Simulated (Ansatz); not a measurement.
¹⁷O NMR of the central transition in SiO2

Cell: a COD entry, ions relaxed with PBE at fixed cell.

Space group P4_12_12 (No. 92); a = 4.9727, c = 6.9257 Å.

| site | Wyckoff | site symmetry | x | y | z |
| --- | --- | --- | --- | --- | --- |
| Si | 4a | ..2 | 0.3055 | 0.3055 | 0.0000 |
| O | 8b | 1 | 0.2365 | 0.1167 | 0.1852 |

One atom of each set is listed.

All values are calculated (Ansatz; DFT, PBE, plane waves and PAW (field gradients read without the response of the frozen cores, which leaves them typically 4 to 6 % off), scalar-relativistic, 420 eV cutoff, Γ-centred 5×5×4 k-points, Fermi–Dirac smearing 0.02 eV), not measured.

¹⁷O has I = 5/2 and Q = -25.58 mb (Pyykkö 2018); at 7.05 T its Larmor frequency is ν₀ = 40.7 MHz. Only the quadrupole interaction is simulated: positions count from each site's isotropic chemical shift, and J coupling is left out, as are shift anisotropy and dipolar coupling, which fast spinning averages.

Simulated pattern of one O site (fast magic-angle spinning, Gaussian broadening 0.4 kHz):

| offset (kHz) | height |
| --- | --- |
| -14.13 | 0 |
| -13.78 | 0 |
| -13.43 | 4 |
| -13.08 | 7 |
| -12.73 | 7 |
| -12.38 | 7 |
| -12.02 | 8 |
| -11.67 | 8 |
| -11.32 | 8 |
| -10.97 | 8 |
| -10.62 | 8 |
| -10.27 | 9 |
| -9.92 | 9 |
| -9.57 | 10 |
| -9.22 | 24 |
| -8.87 | 46 |
| -8.52 | 56 |
| -8.17 | 75 |
| -7.82 | 93 |
| -7.47 | 74 |
| -7.11 | 63 |
| -6.76 | 58 |
| -6.41 | 55 |
| -6.06 | 53 |
| -5.71 | 53 |
| -5.36 | 53 |
| -5.01 | 53 |
| -4.66 | 55 |
| -4.31 | 57 |
| -3.96 | 61 |
| -3.61 | 66 |
| -3.26 | 76 |
| -2.91 | 99 |
| -2.56 | 100 |
| -2.21 | 78 |
| -1.85 | 67 |
| -1.50 | 55 |
| -1.15 | 19 |
| -0.80 | 1 |
| -0.45 | 0 |

**Question.** Which |C_Q| and η does the pattern imply?

**Answer.** The pattern spans 12.2 kHz before broadening and its centre of gravity is at -5.43 kHz, which fixes P_Q; the places of the horns and steps fix η. That gives P_Q = 6.07 MHz, |C_Q| = 6.03 MHz and η = 0.19. The sign of C_Q can't be read from the pattern.

At O V_zz runs parallel to the line that joins its two neighbours (within 1°).
